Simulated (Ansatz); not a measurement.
The relaxed structure here is a generated cell of Ti2C: the first start was made by placing the elements on the sites of a structure type, and the end was not matched to a known phase here, so it may be hypothetical.

Relaxation of a generated cell, Ti2C built in the AFLOW prototype A2B_hP9_150_ef_bd (C22, as in Fe2P); 9 atoms in the cell, which starts as P321 (No. 150), hP9; a = b = 6.163 Å, c = 3.634 Å, α = β = 90.00°, γ = 120.00°. Calculation: PBEsol (plane waves to 420 eV, PAW, scalar-relativistic; Ansatz, a first-principles code). Γ-centred k-mesh 5×5×6 on the run's cell (coarser than for final values), Fermi–Dirac smearing 0.05 eV. This is the first round of the run. 

The optimiser's lines from the output (shortened; P is positive under compression):

```
relax step   1: F+E_penalty+E_count = -15585.24196990 eV  Δ(F+E_penalty+E_count) = +0.000e0 eV  max|allowed force component| = 5.046e-1 eV/Å  Δτ_max = 0.0000 Å  P = -21.797 GPa  Ω = 119.527 Å³  (7 SCF iters, dr2 threshold 1.00e-7 eV, accepted)
relax step   2: F+E_penalty+E_count = -15586.57306039 eV  Δ(F+E_penalty+E_count) = -1.331e0 eV  max|allowed force component| = 9.403e-1 eV/Å  Δτ_max = 0.0490 Å  P = -9.508 GPa  Ω = 108.679 Å³  (7 SCF iters, dr2 threshold 9.00e-7 eV, accepted)
relax step   3: F+E_penalty+E_count = -15587.19163042 eV  Δ(F+E_penalty+E_count) = -6.186e-1 eV  max|allowed force component| = 1.070e0 eV/Å  Δτ_max = 0.1034 Å  P = +0.040 GPa  Ω = 102.295 Å³  (6 SCF iters, dr2 threshold 9.00e-7 eV, accepted)
relax step   4: F+E_penalty+E_count = -15587.51408645 eV  Δ(F+E_penalty+E_count) = -3.225e-1 eV  max|allowed force component| = 4.522e-1 eV/Å  Δτ_max = 0.1939 Å  P = +3.418 GPa  Ω = 99.944 Å³  (6 SCF iters, dr2 threshold 9.00e-7 eV, accepted)
relax step   5: F+E_penalty+E_count = -15587.57118223 eV  Δ(F+E_penalty+E_count) = -5.710e-2 eV  max|allowed force component| = 2.119e-2 eV/Å  Δτ_max = 0.1048 Å  P = +0.157 GPa  Ω = 101.323 Å³  (6 SCF iters, dr2 threshold 9.00e-7 eV, accepted)
relax step   6: F+E_penalty+E_count = -15587.57117111 eV  Δ(F+E_penalty+E_count) = +1.112e-5 eV  max|allowed force component| = 1.966e-2 eV/Å  Δτ_max = 0.0031 Å  P = -0.050 GPa  Ω = 101.422 Å³  (6 SCF iters, dr2 threshold 7.32e-8 eV, accepted)
relax step   7: F+E_penalty+E_count = -15587.57124733 eV  Δ(F+E_penalty+E_count) = -7.622e-5 eV  max|allowed force component| = 5.456e-4 eV/Å  Δτ_max = 0.0014 Å  P = +0.006 GPa  Ω = 101.395 Å³  (6 SCF iters, dr2 threshold 2.41e-8 eV, accepted)
relax step   8: F+E_penalty+E_count = -15587.56278598 eV  Δ(F+E_penalty+E_count) = +8.461e-3 eV  max|allowed force component| = 7.133e-4 eV/Å  Δτ_max = 0.0000 Å  P = -0.082 GPa  Ω = 101.395 Å³  stress off target by 1.09e-1 GPa  SCF on the basis re-selected at this cell (its energy is not comparable with the rows above)  (6 SCF iters)
relax step   9: F+E_penalty+E_count = -15587.56283771 eV  Δ(F+E_penalty+E_count) = -5.173e-5 eV  max|allowed force component| = 1.163e-4 eV/Å  Δτ_max = 0.0001 Å  P = +0.000 GPa  Ω = 101.355 Å³  (6 SCF iters, dr2 threshold 2.99e-8 eV, accepted)
relax step  10: F+E_penalty+E_count = -15587.56280480 eV  Δ(F+E_penalty+E_count) = +3.291e-5 eV  max|allowed force component| = 1.193e-4 eV/Å  Δτ_max = 0.0000 Å  P = -0.000 GPa  Ω = 101.355 Å³  stress off target by 2.15e-3 GPa  SCF on the basis re-selected at this cell (its energy is not comparable with the rows above)  (8 SCF iters)
```

From the first to the last row the energy changes by -0.26 eV/atom and the volume by -15.2 %. The last row is marked as not comparable with the walk above it, whose basis was carried along; it does compare with step 1, since both stand on a basis selected at the nominal cutoff for their own cell.

Later rounds, restarted from the end of this one on a renewed k-mesh, logged 9 more steps and released under 0.01 eV/atom more. The final structure after all rounds: P-62m (No. 189), hP9, AFLOW prototype A2B_hP9_189_fg_bc (C22, as in Fe2P); a = b = 6.0528 Å, c = 3.1942 Å, α = β = 90.00°, γ = 120.00°. Between re-selections the logged energies stand on a plane-wave basis carried along with the cell. No spin polarisation in the result.

The run could not lose the symmetry of its start, so the end can be a saddle point.
